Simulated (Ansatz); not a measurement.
## What moves the field gradients of SiO2?

Cell of run 1: a structure deposited in the COD (the cell was measured well above room temperature), atoms as given.

Space group P4_12_12 (No. 92); a = 4.9877, c = 6.9697 Å.

| site | Wyckoff | site symmetry | x | y | z |
| --- | --- | --- | --- | --- | --- |
| Si | 4a | ..2 | 0.2949 | 0.2949 | 0.0000 |
| O | 8b | 1 | 0.2416 | 0.0968 | 0.1747 |

One atom of each set is listed.

Relaxed positions (PBE, cell held):

Si (0.3034, 0.3034, 0.0000)
O (0.2376, 0.1129, 0.1833)

All runs are DFT with Ansatz 0.2.0 (plane waves and PAW, scalar-relativistic unless spin–orbit coupling is named, Γ-centred meshes, Fermi–Dirac smearing where given) in this cell.

Run 1: PBE, atoms as given; 420 eV, 5×5×4 k-points, smearing 0.02 eV.
Run 2: PBE, atoms relaxed; 420 eV, 5×5×4 k-points, smearing 0.02 eV.
Run 3: r2SCAN, at the relaxed atoms; 500 eV, 5×5×4 k-points, smearing 0.02 eV.

| run | Si V_zz (η) | O V_zz (η) |
| --- | --- | --- |
| 1 | -0.26 (0.51) | 9.03 (0.12) |
| 2 | ? | ? |
| 3 | -0.37 (0.70) | 9.40 (0.18) |

V_zz in 10²¹ V/m².

**Question.** Estimate the row of run 2.

**Answer.** Si: -0.37 (0.76); O: 9.52 (0.18). It lies nearest to run 3, from whose tensors on these sites it differs by 0.13 at most (largest principal value of the difference, on O). Taken one at a time, the positions of the atoms (as given or relaxed) move the tensors on these sites by up to 0.69 (largest principal value of the change, on O), the functional (r2SCAN with its higher cutoff) by 0.13 (O). On some sites the largest principal value moves to another axis from run to run, and the sign of V_zz can flip with it.

In runs 1, 3 the atoms aren't at the calculated equilibrium (largest force 0.68, 0.29 eV/Å). The cell isn't the equilibrium one in run 1 (calculated pressure 9 GPa), and the entry's cell may itself be off.
